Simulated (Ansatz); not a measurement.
**Notes on KAs2**

```xyz
6
Lattice="4.2431 0.0000 0.0000 0.0000 4.2431 0.0000 0.0000 0.0000 8.6904" Properties=species:S:1:pos:R:3 pbc="T T T"
As    0.0000    2.1215    2.8678
As    2.1215    0.0000    5.8226
As    0.0000    0.0000    0.0000
As    2.1215    2.1215    0.0000
K     0.0000    2.1215    6.3874
K     2.1215    0.0000    2.3030
```

Method: PBE, no spin polarisation; PAW, plane waves to 420 eV, 6×6×3 Γ-centred mesh, gaussian occupations (width 0.0388 eV) (Ansatz 0.2.0), atoms fixed.

Task: What do density and ELF say about some of the short contacts?

Result: As–As at 3.00 Å: least valence density 0.22 e/Å³ and ELF 0.46 there. As–K at 3.05 Å: least valence density 0.12 e/Å³ and ELF 0.09 there. These are pseudo-fields; inside the PAW spheres they differ from the all-electron ones.

Task: Which element gives electrons and which takes them?

Result: Bader charges in e: K +0.65, As -0.46 to -0.19. In the mean K gives up most and As takes most.

Task: Where is the largest force?

Result: The largest is on K5 (and as large on other atoms): 1.19 eV/Å, components (0.00, 0.00, -1.19). It makes 79° with the line to a nearest neighbour, As2 at 3.05 Å.

Task: What happens at the Fermi level?

Result: It is a metal, with about 7.3 states/eV a cell as the mean within 0.25 eV of the Fermi level, mostly As p (95 %).

Origin: a known structure type with other elements, at an estimated volume, so it need not be a known compound. Caveats: many states at the Fermi level without spin polarisation, so a magnetic state may lie lower.
